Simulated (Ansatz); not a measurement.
**SiC with Mn replacing C: gradients before and after relaxing the atoms**

Start: a supercell of SiC (wurtzite type, P6_3mc) built from a structure deposited in the COD, with all atoms left at the host's positions.

```
Si Mn C
1.0
     6.15200    0.00000    0.00000
    -4.61400    7.99168    0.00000
     0.00000    0.00000   10.09600
Si Mn C
24 1 23
Direct
  0.16667 0.22222 0.00000
  0.16667 0.22222 0.50000
  0.16667 0.55556 0.00000
  0.16667 0.55556 0.50000
  0.16667 0.88889 0.00000
  0.16667 0.88889 0.50000
  0.66667 0.22222 0.00000
  0.66667 0.22222 0.50000
  0.66667 0.55556 0.00000
  0.66667 0.55556 0.50000
  0.66667 0.88889 0.00000
  0.66667 0.88889 0.50000
  0.33333 0.11111 0.25000
  0.33333 0.11111 0.75000
  0.33333 0.44444 0.25000
  0.33333 0.44444 0.75000
  0.33333 0.77778 0.25000
  0.33333 0.77778 0.75000
  0.83333 0.11111 0.25000
  0.83333 0.11111 0.75000
  0.83333 0.44444 0.25000
  0.83333 0.44444 0.75000
  0.83333 0.77778 0.25000
  0.83333 0.77778 0.75000
  0.16667 0.22222 0.19250
  0.16667 0.22222 0.69250
  0.16667 0.55556 0.19250
  0.16667 0.55556 0.69250
  0.16667 0.88889 0.19250
  0.16667 0.88889 0.69250
  0.66667 0.22222 0.19250
  0.66667 0.22222 0.69250
  0.66667 0.55556 0.19250
  0.66667 0.55556 0.69250
  0.66667 0.88889 0.19250
  0.66667 0.88889 0.69250
  0.33333 0.11111 0.44250
  0.33333 0.11111 0.94250
  0.33333 0.44444 0.44250
  0.33333 0.44444 0.94250
  0.33333 0.77778 0.44250
  0.33333 0.77778 0.94250
  0.83333 0.11111 0.44250
  0.83333 0.11111 0.94250
  0.83333 0.44444 0.44250
  0.83333 0.44444 0.94250
  0.83333 0.77778 0.44250
  0.83333 0.77778 0.94250
```

Sites (sets of like atoms) are named by element and the number of their first atom in this list.

Level of theory: DFT, PBE, plane waves and PAW, scalar-relativistic, collinear spin, 420 eV cutoff, Γ-centred 4×3×2 k-points, Fermi–Dirac smearing 0.01 eV, cell charge -1 (Ansatz 0.2.0). Start moments as typed (μB): 4 on each Mn, none on the rest.

The largest force at the start is 7.2 eV/Å. Relaxing the ions at fixed cell moves them by 0.246 Å at most (atom 15, Si) and 0.079 Å rms.

```json
{"site": "Si1", "atom": "1", "moved (Å)": "0.127", "first shell before": "3 C at 1.87 Å, 1 Mn at 1.94 Å", "first shell after": "3 C at 1.89–1.90 Å, 1 Mn at 2.14 Å", "V_zz before (10²¹ V/m²)": "-4.98", "η before": "0.01"}
{"site": "Si4", "atom": "4", "moved (Å)": "0.042", "first shell before": "4 C at 1.87–1.94 Å", "first shell after": "4 C at 1.86–1.89 Å", "V_zz before (10²¹ V/m²)": "1.84", "η before": "0.13"}
{"site": "Si5", "atom": "5", "moved (Å)": "0.021", "first shell before": "4 C at 1.87–1.94 Å", "first shell after": "4 C at 1.88–1.89 Å", "V_zz before (10²¹ V/m²)": "1.49", "η before": "0.17"}
{"site": "Si6", "atom": "6", "moved (Å)": "0.048", "first shell before": "4 C at 1.87–1.94 Å", "first shell after": "4 C at 1.86–1.88 Å", "V_zz before (10²¹ V/m²)": "1.82", "η before": "0.14"}
{"site": "Si8", "atom": "8", "moved (Å)": "0.064", "first shell before": "4 C at 1.87–1.94 Å", "first shell after": "4 C at 1.86–1.88 Å", "V_zz before (10²¹ V/m²)": "1.88", "η before": "0.02"}
{"site": "Si9", "atom": "9", "moved (Å)": "0.034", "first shell before": "4 C at 1.87–1.94 Å", "first shell after": "4 C at 1.89 Å", "V_zz before (10²¹ V/m²)": "1.46", "η before": "0.19"}
{"site": "Si10", "atom": "10", "moved (Å)": "0.043", "first shell before": "4 C at 1.87–1.94 Å", "first shell after": "4 C at 1.86–1.89 Å", "V_zz before (10²¹ V/m²)": "1.86", "η before": "0.13"}
{"site": "Si12", "atom": "12", "moved (Å)": "0.048", "first shell before": "4 C at 1.87–1.94 Å", "first shell after": "4 C at 1.86–1.88 Å", "V_zz before (10²¹ V/m²)": "1.83", "η before": "0.14"}
{"site": "Si13", "atom": "13", "moved (Å)": "0.221", "first shell before": "3 C at 1.87–1.94 Å, 1 Mn at 1.87 Å", "first shell after": "3 C at 1.86–1.88 Å, 1 Mn at 2.07 Å", "V_zz before (10²¹ V/m²)": "-4.59", "η before": "0.55"}
{"site": "Si14", "atom": "14", "moved (Å)": "0.021", "first shell before": "4 C at 1.87–1.94 Å", "first shell after": "4 C at 1.86–1.89 Å", "V_zz before (10²¹ V/m²)": "1.22", "η before": "0.07"}
{"site": "Si15", "atom": "15", "moved (Å)": "0.246", "first shell before": "1 Mn at 1.87 Å, 3 C at 1.87–1.94 Å", "first shell after": "3 C at 1.87–1.88 Å, 1 Mn at 2.08 Å", "V_zz before (10²¹ V/m²)": "-4.89", "η before": "0.52"}
{"site": "Si18", "atom": "18", "moved (Å)": "0.037", "first shell before": "4 C at 1.87–1.94 Å", "first shell after": "4 C at 1.88 Å", "V_zz before (10²¹ V/m²)": "1.46", "η before": "0.04"}
{"site": "Si19", "atom": "19", "moved (Å)": "0.235", "first shell before": "3 C at 1.87–1.94 Å, 1 Mn at 1.87 Å", "first shell after": "3 C at 1.88 Å, 1 Mn at 2.07 Å", "V_zz before (10²¹ V/m²)": "-4.66", "η before": "0.55"}
{"site": "Si20", "atom": "20", "moved (Å)": "0.021", "first shell before": "4 C at 1.87–1.94 Å", "first shell after": "4 C at 1.86–1.89 Å", "V_zz before (10²¹ V/m²)": "1.23", "η before": "0.07"}
{"site": "Si24", "atom": "24", "moved (Å)": "0.039", "first shell before": "4 C at 1.87–1.94 Å", "first shell after": "4 C at 1.88–1.89 Å", "V_zz before (10²¹ V/m²)": "1.54", "η before": "0.08"}
{"site": "Mn", "atom": "25", "moved (Å)": "0.073", "first shell before": "4 Si at 1.87–1.94 Å", "first shell after": "4 Si at 2.07–2.14 Å", "V_zz before (10²¹ V/m²)": "-0.59", "η before": "0.26"}
```

Question: What are V_zz and η after the relaxation?

Answer: 

```tsv
site	atom	V_zz after	η after	change of V_zz
Si1	1	-4.56	0.05	+0.42
Si4	4	-0.30	0.88	–
Si5	5	0.50	0.98	-0.99
Si6	6	0.26	0.89	–
Si8	8	-0.18	0.52	-2.06
Si9	9	-0.51	0.87	–
Si10	10	-0.34	0.37	–
Si12	12	0.21	0.89	–
Si13	13	-4.02	0.09	+0.57
Si14	14	-0.71	0.84	-1.93
Si15	15	-4.00	0.16	+0.89
Si18	18	-0.39	0.41	-1.85
Si19	19	-4.22	0.06	+0.44
Si20	20	-0.71	0.84	-1.94
Si24	24	0.20	0.62	–
Mn	25	2.64	0.12	–
```

The largest change of V_zz along a kept axis is on Si8, from 1.88 to -0.18. In per cent, |V_zz| changes by -67 to -8 on Si (all sites that start above 0.5, bar those whose gradient vanishes or changes sign or whose main axis turns by over 40°). Where |V_zz| stays above 0.1 and the axes keep their order, η moves most on Si5, from 0.17 to 0.98. On Si13, C35, C29, C28 (not all in the table) V_xx and V_yy change places (or their axes turn by over 50°), so the two values of η hide a larger change. V_zz changes sign on Si8 (axis turned by 35°), Si18 (same axis), Si20 (axis turned by 28°), Si14 (axis turned by 27°). On Si10, Si4, Si12, Si6, Si24, Si9, Mn, Si21 and 17 more sites (not all in the table) the largest principal value lies along another axis in the second run, so the two V_zz can't be compared directly. The table leaves out 32 of the 48 sites, with |V_zz| up to 2.01; their tensors move by 1.57 at most along any direction. The statements above cover all sites. The host's own positions weren't relaxed first, so part of the change far from the defect can be the host's relaxation.

The defect repeats with the cell of 48 atoms, so it feels its images: sites between two images don't show the values beside a lone defect, and zeros or small values of η there can come from the images' arrangement. C and Si carry a gradient in the pure host already, so the values there aren't the defect's effect alone. A uniform background compensates the cell's charge. The start moments die out, and the run ends without spin.
Before: Forces reach 0.9 eV/Å even beyond 5.5 Å from the defect, so the host's positions may themselves be off equilibrium. With a gap of 0.7 eV on this mesh, small gradients can still move by 0.1 × 10²¹ V/m² or more as the k-mesh gets denser. The cell keeps the host's lattice, where the PBE pressure is 10 GPa (in a charged cell this depends on the convention for the mean potential). The neighbours have not yet relaxed around the defect (largest force 7.2 eV/Å), so the values at and beside it are those of a strained start, not of the defect in a real crystal.
After: With a gap of 0.3 eV on this mesh, small gradients can still move by 0.1 × 10²¹ V/m² or more as the k-mesh gets denser. The cell keeps the host's lattice, where the PBE pressure is 8 GPa (in a charged cell this depends on the convention for the mean potential).
